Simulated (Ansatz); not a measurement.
Ba2AgBiS in Ansatz, settings compared

Run with:

```bash
ansatz run input.yaml --threads 1 --pin off --max-ram 2560MiB --backend cpu --events-out ev --progress --plain --runs-dir out
```

input.yaml:

```yaml
crystal:
  lattice:
    - [4.208985, 0.0, 0.0]
    - [2.104492, -7.266884, 0.0]
    - [0.0, 0.0, -9.352828]
  atoms:
    - { symbol: Ba, position: [0.34378, 0.31244, 0.43785] }
    - { symbol: Ba, position: [0.65622, 0.68756, 0.93785] }
    - { symbol: Ba, position: [0.65622, 0.68756, 0.56215] }
    - { symbol: Ba, position: [0.34378, 0.31244, 0.06215] }
    - { symbol: Bi, position: [0.29152, 0.41696, 0.75] }
    - { symbol: Bi, position: [0.70848, 0.58304, 0.25] }
    - { symbol: Ag, position: [0.0, 0.0, 0.5] }
    - { symbol: Ag, position: [0.0, 0.0, 0.0] }
    - { symbol: S, position: [0.91903, 0.16194, 0.75] }
    - { symbol: S, position: [0.08097, 0.83806, 0.25] }
  symmetry: { tolerance: 0.0003 }
kpoints:
  mp_grid: { grid: [5, 5, 2], shift: [0, 0, 0] }
magnetization:
  spin_polarized: false
scf:
  occupations: { method: gaussian, width: 0.0107 }
hamiltonian:
  pseudopotentials: { kind: paw }
  xc: pbe
basis:
  ecutwfc: 420
output:
  forces: true
  stress: true
  eigenvalues: true
  write_density: true
  write_potential: true
  elf: true
  volumetric_format: npy
```

Origin of the cell: a known structure type with other elements, at an estimated volume, so it need not be a known compound.

Output of this run (shortened):

```
SCF iter   1: F=—  HF=-65575.131545 eV  Δρ=4.75e-3  dr2=1.67e-1  defer=9
SCF iter   2: F=—  HF=-65575.104445 eV  Δρ=2.53e-3  dr2=3.96e-2  defer=102
SCF iter   3: F=—  HF=-65575.099317 eV  Δρ=9.07e-4  dr2=5.34e-3  defer=102
SCF iter   4: F=—  HF=-65575.099069 eV  Δρ=5.21e-4  dr2=1.88e-3  defer=102
SCF iter   5: F=—  HF=-65575.098816 eV  Δρ=1.58e-4  dr2=1.91e-4  defer=102
SCF iter   6: F=—  HF=-65575.098810 eV  Δρ=8.06e-5  dr2=2.73e-5  defer=102
SCF iter   7: F=—  HF=-65575.098714 eV  Δρ=2.01e-5  dr2=2.73e-6  defer=102
SCF iter   8: F=—  HF=-65575.098714 eV  Δρ=5.86e-6  dr2=2.51e-7  defer=102
SCF iter   9: F=-65575.098714 eV  HF=-65575.098714 eV  Δρ=1.98e-6  dr2=3.12e-8
SCF 1 converged in 9 iterations: F = -65575.098714 eV  dr2 = 3.12e-8
SCF converged after 9 iterations
Free energy (F): -65575.098714 eV
Harris-Foulkes:  -65575.098714 eV  (|F-HF|=8.15e-9)
Internal energy: -65575.097846 eV  (E = F + TS)
E sigma→0 (E₀):  -65575.098280 eV
Entropy (-TS):   -0.000868 eV (-0.087 meV/atom)
Fermi energy:    11.376701 eV
--- Per-component energies (eV) ---
  E_band       = -949.987045
  E_kinetic    = 2576.538963
  E_local      = -11301.348500  (includes V_loc(G=0)·N_el)
  E_nonlocal   = 1566.479715
  E_hartree    = 4623.787587
  E_xc         = -1549.182622
  E_vxc        = -1490.415382  (∫ρ·V_xc dr)
  E_paw        = -51235.674473  (= ΣΔE_a)
  E_vpaw       = -1548.816115  (= ΣTr[D̂ρ^β])
  E_aug_tail   = -0.000246  (compensation charges beyond the density's cutoff)
  E_ewald      = -10255.698271
  E_smearing   = -0.000868  (= −TS)
  Σ components = -65575.098714   (vs F -65575.098714, Δ=0.00e0)
--- Forces (eV/Å), atoms counted from 1 ---
  atom   1  Ba     0.000000     1.473418     0.844101
  atom   2  Ba    -0.000000    -1.473418     0.844101
  atom   3  Ba    -0.000000    -1.473418    -0.844101
[… 2 lines left out …]
  atom   6  Bi     0.000000     1.342155     0.000000
  atom   7  Ag     0.000000    -0.000000    -0.000000
  atom   8  Ag    -0.000000    -0.000000     0.000000
  atom   9  S      0.000000     1.684659    -0.000000
  atom  10  S     -0.000000    -1.684659     0.000000
  max |Σ_I F_I| component: 2.22e-16 eV/Å
--- Stress (GPa, compression-positive) ---
       13.202945      -0.000000      -0.000000
       -0.000000      11.373184       0.000000
       -0.000000       0.000000      13.887661
  P = ⅓ Tr σ = 12.8213 GPa (128.213 kbar)
```

The same input was run again with these changes:

1. `hamiltonian.hubbard` default → { sites: [{ species: Ag, l: d, u_eff: 5.0 }], double_counting: amf }; `accuracy` default → medium
2. `kpoints.mp_grid.grid` [5, 5, 2] → [6, 6, 2]; `basis.ecutwfc` 420 → "550 eV"
3. `scf.initial_density.chi_scale` default → 0.0; `hamiltonian.xc` pbe → lda; `scf.n_extra_bands` default → 8
4. `scf.lower_state_search` default → light

| run | end | SCF iterations | P (GPa) | max force component (eV/Å) | moment (μB) | ΔE(σ→0) (meV/atom) |
| --- | --- | --- | --- | --- | --- | --- |
| base | converged | 9 | 12.82 | 1.685 | – | 0 |
| 1 | converged | 12 | 12.81 | 1.701 | – | – |
| 2 | converged | 8 | 12.75 | 1.774 | – | -0.36 |
| 3 | converged | 9 | 8.06 | 1.541 | – | – |
| 4 | converged | 9 | 12.82 | 1.685 | – | 0.00 |

Energies are compared only where functional, datasets, charge and starting cell are the same.

Caveats of the base run: no spin-orbit coupling, though heavy elements are present; the k mesh is coarse if the cell is a metal.

The base run ran for 44 s of wall time on 1 CPU thread(s) of a shared host, from the program's own first density.
